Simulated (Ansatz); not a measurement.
# Mn2P, several self-consistent solutions

```yaml
crystal:
  lattice:
    - [6.07400, 0.00000, 0.00000]
    - [-3.03700, 5.26024, 0.00000]
    - [0.00000, 0.00000, 3.45400]
  atoms:
    - { symbol: Mn, position: [0.59430, 0.00000, 0.50000] }
    - { symbol: Mn, position: [0.40570, 0.40570, 0.50000] }
    - { symbol: Mn, position: [0.00000, 0.59430, 0.50000] }
    - { symbol: Mn, position: [0.25460, 0.00000, 0.00000] }
    - { symbol: Mn, position: [0.74540, 0.74540, 0.00000] }
    - { symbol: Mn, position: [0.00000, 0.25460, 0.00000] }
    - { symbol: P, position: [0.00000, 0.00000, 0.50000] }
    - { symbol: P, position: [0.33333, 0.66667, 0.00000] }
    - { symbol: P, position: [0.66667, 0.33333, 0.00000] }
```

All energies were calculated with Ansatz 0.2.0 (r2SCAN; 500 eV; 6×6×9 Γ-centred mesh; fermi-dirac occupations of width 0.050 eV). The atoms are fixed and numbered as listed; spin is collinear, without spin-orbit coupling.

Different starts of the self-consistent cycle ended in different solutions. Their moments in μB:

| state | Mn1 | Mn2 | Mn3 | Mn4 | Mn5 | Mn6 | other atoms together | size of the net moment a cell |
| --- | --- | --- | --- | --- | --- | --- | --- | --- |
| A | 3.12 | 3.12 | 3.12 | 2.12 | 2.12 | 2.12 | -0.39 | 15.60 |
| B | 3.37 | 3.45 | -3.21 | 2.40 | -2.26 | -2.12 | 0.03 | 1.68 |
| C | 0.00 | 0.00 | 0.00 | 0.00 | 0.00 | 0.00 | 0.00 | 0.00 |
| D | 3.37 | 3.37 | -3.35 | -2.52 | -2.52 | 2.39 | 0.03 | 0.71 |
| E | 3.35 | 3.34 | 3.34 | 2.17 | -2.48 | -2.48 | -0.06 | 7.18 |

Site moments are taken in small spheres that don't touch (radius about 0.4 of the atom's shortest bond), so those of the magnetic atoms read low, and they needn't add up to the net moment. State C was run without spin polarisation.

Question: What is the order in energy at zero smearing?

Answer: State E (antiparallel, not compensated) comes first by a margin too small to trust; B (antiparallel, not compensated) lies 6.4 meV above it, A (parallel moments) lies 13.0 meV above it, D (antiparallel, not compensated) lies 26 meV above it, C (without moments) lies 606 meV above it, all counted an atom of the cell. The two lowest differ by only 9.6 meV for each atom with a column above, which mesh or functional could overturn.

Question: Which states have a gap on the mesh, and what pressure does each exert on this cell?

Answer: A: no gap, -2.9 GPa; B: no gap, 3.0 GPa; C: no gap, -26.3 GPa; D: no gap, 6.1 GPa; E: no gap, 4.0 GPa (positive in compression). Moments take up room: without them the pressure is lower, so that state wants a smaller cell.

Question: How much does the cell gain by forming moments?

Answer: 606 meV an atom of the cell, or 909 meV for each Mn atom, against state C, which has none. In a metal like this the level decides whether moments form at all, so this is no ordering energy.

Of 4 runs begun from atoms with typed moments, each in a different pattern, 1 ended in state E: one start isn't enough to call a state the ground state.

The cell is that of a Crystallography Open Database entry, unchanged.

Caveats: only orders that fit this cell and collinear spins were tried, so the true order may need a larger cell or canted moments; atoms and cell are not relaxed, and each state would relax in its own way; r2SCAN overestimates the moments and magnetic energies of itinerant metals, and can make a paramagnetic metal magnetic; the k mesh is coarse, so differences of a few meV are uncertain where a state is a metal; one start a pattern, so a lower state of the same pattern may exist; the nearest magnetic atoms form triangles, which frustrates antiparallel coupling, so the true order may be non-collinear or need another cell; the atoms stand off equilibrium, with forces up to 0.7 eV/Å.
